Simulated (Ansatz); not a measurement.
Input and command of a plane-wave DFT calculation in Ansatz:

```yaml
crystal:
  lattice:
    - [0.0, 2.72185119, 2.72185119]
    - [2.72185119, 0.0, 2.72185119]
    - [2.72185119, 2.72185119, 0.0]
  atoms:
    - { symbol: Si, position: [0.75, 0.75, 0.75] }
    - { symbol: Si, position: [0.5, 0.5, 0.5] }
basis:
  ecutwfc: 420
kpoints:
  mp_grid: { grid: [6, 6, 6] }
hamiltonian:
  xc: pbe
scf:
  occupations: { method: gaussian, width: 0.1 }
output:
  forces: true
  stress: true
  eigenvalues: true
```

```bash
ansatz run input.yaml --threads 4 --pin off --max-ram 8192MiB --backend cpu --events-out ev --progress --plain --runs-dir out
```

Processor: Intel(R) Xeon(R) Processor @ 2.10GHz (Emerald Rapids), 4 threads, on a host shared with other jobs.

**Question.** How long does it run, and how much memory does it take?

**Answer.** About 3.9 s on 4 threads of Intel(R) Xeon(R) Processor @ 2.10GHz (Emerald Rapids) (shared host), peak memory 0.28 GiB. It solves 8 bands at 16 k points (the mesh reduced by the symmetry that the task leaves, which can be less than the crystal's) with about 749 plane waves, in 6 SCF iterations.
